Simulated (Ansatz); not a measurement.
Values for one crystal, relaxed and computed with PBEsol in the plane-wave PAW code Ansatz; other levels are named.

```yaml
volume_per_atom: 18.50 Å³
band_gap: 0.55 eV (direct)
debye_temperature_from_the_elastic_constants: 201 K
Electronic dielectric constant ε∞ (DFPT): 5.59
HSE06 gap on the PBEsol cell: 2.45 eV
Hole effective mass, band 1 of 3 at the edge: 1.3 along [100], 5.8 along [110], 2.7 along [111] (mₑ)
Formation energy from the elements (no fitted shifts): -367 meV/atom
```

Task: Which compound is it?
A) NaCl, rock salt
B) NaCl, CsCl type
C) CuCl, zinc blende
D) NbCuN2, R-3m (Nb on 3b, Cu on 3a, N on 6c)

Result: C, CuCl, zinc blende

Space group F-43m (zinc blende). Symmetry was held in the PBEsol relaxation. The run is not spin-polarised. The references are the lowest solids computed at this level, not always the standard phases (solids in place of the gases).

Potentials: the earlier of the program's two PAW sets. The files were generated under PBE; for other functionals the program regenerates the frozen cores, and for LDA and PBEsol the local potential too.
